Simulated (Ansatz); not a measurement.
Notes on SnAu

```
CELL_PARAMETERS angstrom
4.36709 0.00000 0.00000
-2.18354 3.78201 0.00000
0.00000 0.00000 5.57984
ATOMIC_POSITIONS crystal
Au 0.00000 0.00000 0.00000
Au 0.00000 0.00000 0.50000
Sn 0.33333 0.66667 0.25000
Sn 0.66667 0.33333 0.75000
```

Method: r2SCAN, no spin polarisation; PAW, plane waves to 500 eV, 9×9×6 Γ-centred mesh, fermi-dirac occupations (width 0.1 eV) (Ansatz 0.2.0), atoms fixed.

Problem. How is the charge shared?

Solution. Bader charges in e: Sn +0.68, Au -0.68. In the mean Sn gives up most and Au takes most.

Problem. What happens at the Fermi level?

Solution. It is a metal, with about 1.4 states/eV a cell as the mean within 0.25 eV of the Fermi level, mostly Sn p (61 %), Sn s (14 %) and Au d (14 %).

Problem. Describe some of the short contacts.

Solution. Au–Au at 2.79 Å: least valence density 0.35 e/Å³ and ELF 0.25 there. Au–Sn at 2.88 Å: least valence density 0.18 e/Å³ and ELF 0.34 there. These are pseudo-fields; inside the PAW spheres they differ from the all-electron ones.

Problem. Is it stable against the elements?

Solution. -0.13 eV an atom against the elements' usual phases (free molecules for gases, crystals otherwise, with no correction for O₂ or N₂), so it is bound against them; other compounds may still compete. Relaxing would lower it.

Origin: a database entry at a rescaled volume.
